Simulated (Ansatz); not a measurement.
A frame of K$_{3}$Li$_{5}$Cl$_{8}$ from dynamics at 1150 K, with the forces (eV/Å) computed on a k mesh in the last three columns. All numbers below come from DFT PBE, scalar-relativistic, plane waves, PAW in Ansatz.

Cutoff 420 eV; k points 3×3×3 on the computed 16-atom cell (Γ-centred); Fermi–Dirac smearing, width 0.10 eV; no spin polarisation.

```xyz
16
Lattice="7.279 0.133 0.094 0.133 7.690 -0.122 0.094 -0.122 7.140" Properties=species:S:1:pos:R:3:forces:R:3 pbc="T T T"
Li    1.586    1.015    0.202    0.220    0.680    0.440
Li    5.465    3.930    0.917   -0.350    0.120    0.200
Li    6.995    1.440    3.106    0.350    0.520   -0.110
Li    3.678    3.702    4.254   -0.140   -0.290    0.160
Li    5.787    0.346    6.648   -0.210    0.380    1.040
Cl    3.708    2.931    6.537    0.830   -0.500   -0.530
Cl    7.035    2.511    0.157   -0.370   -0.440   -0.640
Cl    5.646    3.470    3.239    0.220   -0.100   -0.070
Cl    2.235    5.101    3.312    0.350    0.350   -0.100
Cl    1.928    1.911    2.422    0.010   -0.620    0.280
Cl    2.625    6.811    6.407    0.510    0.140   -0.230
Cl    6.209    6.369    1.121    0.040    0.130   -0.730
Cl    5.878    0.131    4.577    2.490    0.180    1.280
K     1.725    4.539    0.539   -0.450    0.150    1.230
K     4.132    7.459    2.995   -2.820   -0.500   -1.770
K     0.326    5.328    5.313   -0.700   -0.210   -0.470
```

Static pressure 3.4 GPa (no kinetic part), a gap on the mesh of 4.55 eV.

Counting as bonded all pairs within 1.2 times the summed covalent radii, but none from a metal cation to another cation:

```json
{"atom → neighbour": "Cl → K", "mean count": "2.00", "mean length (Å)": "3.03", "spread (Å)": "0.30"}
{"atom → neighbour": "Cl → Li", "mean count": "2.00", "mean length (Å)": "2.35", "spread (Å)": "0.15"}
{"atom → neighbour": "K → Cl", "mean count": "5.33", "mean length (Å)": "3.03", "spread (Å)": "0.30"}
{"atom → neighbour": "Li → Cl", "mean count": "3.20", "mean length (Å)": "2.35", "spread (Å)": "0.15"}
```

Angles between all pairs of such bonds at an atom (mean ± spread): 105 ± 25° at Cl, 104 ± 27° at K, 114 ± 15° at Li.

An odd mesh misses points on the zone edge, so a gap read on it can be too wide.

Cost: 1 run of about 0.98 core-minutes, on Arm Neoverse V1 (shared hosts).